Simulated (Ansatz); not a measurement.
NbN:
```
CELL_PARAMETERS angstrom
      2.95875     0.00000     0.00000
     -1.47938     2.56236     0.00000
      0.00000     0.00000     5.50655
ATOMIC_POSITIONS crystal
  Nb 0.66667 0.33333 0.75000
  Nb 0.33333 0.66667 0.25000
  N  0.00000 0.00000 0.50000
  N  0.00000 0.00000 0.00000
```

Relaxed with PBEsol. Special points in fractions of this cell's reciprocal vectors: Γ (0.000, 0.000, 0.000); M (0.500, 0.000, 0.000); K (0.333, 0.333, 0.000); A (0.000, 0.000, 0.500); L (0.500, 0.000, 0.500); H (0.333, 0.333, 0.500).

List the band energies nearest the Fermi level at these points for plane-wave PAW PBEsol with spin–orbit coupling (Ansatz code).

In eV from the Fermi level; about four levels below and three above (degenerate sets whole), none deeper than 8.9 eV; points with the same levels are listed once.

| k | below | above |
|---|---|---|
| Γ | -1.19 -1.19 -1.05 -1.05 | 0.22 0.22 0.30 0.30 |
| M | -3.69 -3.69 -3.57 -3.57 | 0.62 0.62 1.36 1.36 |
| K | -0.89 -0.89 -0.82 -0.82 | 1.96 1.96 2.15 2.15 2.16 2.16 |
| A | -0.03 -0.03 -0.03 -0.03 | 0.62 0.62 0.62 0.62 |
| L | -1.36 -1.36 -1.36 -1.36 | 2.90 2.90 2.90 2.90 |
| H | -0.72 -0.72 -0.64 -0.64 | 1.72 1.72 1.72 1.72 |

Space group P6_3/mmc (NiAs type). The workflow started from a Materials Project entry (that database holds measured and hypothetical structures alike); the Crystallography Open Database files this formula in space group No. 194, but the cells were not matched. It is not the phase usual at ambient conditions (space group No. 225). The PBEsol relaxation kept the symmetry of its start; whether a distortion lowers the energy is not shown. The run is not spin-polarised.

Potentials: the later of the program's two PAW sets.
